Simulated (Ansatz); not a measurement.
YB3H15N: 14N nuclear quadrupole resonance

Cell: a computed structure from the Materials Project (it need not be an observed phase), atoms as given.

```cif
data_YB3H15N
_symmetry_space_group_name_H-M 'Cmc2_1'
_symmetry_Int_Tables_number 36
_cell_length_a 7.9300
_cell_length_b 7.7891
_cell_length_c 12.4202
_cell_angle_alpha 90.000
_cell_angle_beta 90.000
_cell_angle_gamma 90.000
loop_
_atom_site_label
_atom_site_type_symbol
_atom_site_symmetry_multiplicity
_atom_site_Wyckoff_symbol
_atom_site_fract_x
_atom_site_fract_y
_atom_site_fract_z
Y Y 4 a 0.5000 0.2185 0.8667
B3 B 4 a 0.5000 0.2933 0.0636
B5 B 8 b 0.7249 0.9395 0.8455
H9 H 8 b 0.6037 0.7719 0.1305
H13 H 4 a 0.5000 0.5932 0.1531
H15 H 4 a 0.5000 0.4198 0.0037
H17 H 8 b 0.3747 0.2063 0.0393
H21 H 4 a 0.5000 0.3318 0.1577
H23 H 8 b 0.6526 0.9975 0.7661
H27 H 8 b 0.7093 0.7821 0.8432
H31 H 8 b 0.6649 0.9899 0.9313
H35 H 8 b 0.8728 0.9858 0.8418
N N 4 a 0.5000 0.7224 0.1689
```

One atom of each set is listed; the run and its k-mesh use a cell of 40 atoms with edges of 5.56, 5.56, 12.42 Å.

The numbers come from a DFT calculation in Ansatz (PBE, plane waves and PAW, scalar-relativistic, 420 eV cutoff, Γ-centred 6×6×3 k-points, Fermi–Dirac smearing 0.05 eV).

14N: I = 1, Q = 20.44 mb (year-2017 value). Static lattice, zero field.

Task: The simulated lines lie at 0.173, 2.15, 2.32 MHz. What are |C_Q|, η and |V_zz| at N?

Result: For I = 1 the lines are ν± = (3/4)|C_Q|(1 ± η/3) and ν₀ = |C_Q|η/2. Here |C_Q| = 2.98 MHz, η = 0.12 and |V_zz| = 6.03 × 10²¹ V/m². The calculation gives V_zz negative; the lines don't show the sign. The site has 3 H at 1.02–1.03 Å; also 1 Y at 2.50 Å.

At N V_zz stands upright on the plane through its three neighbours (within 3°).
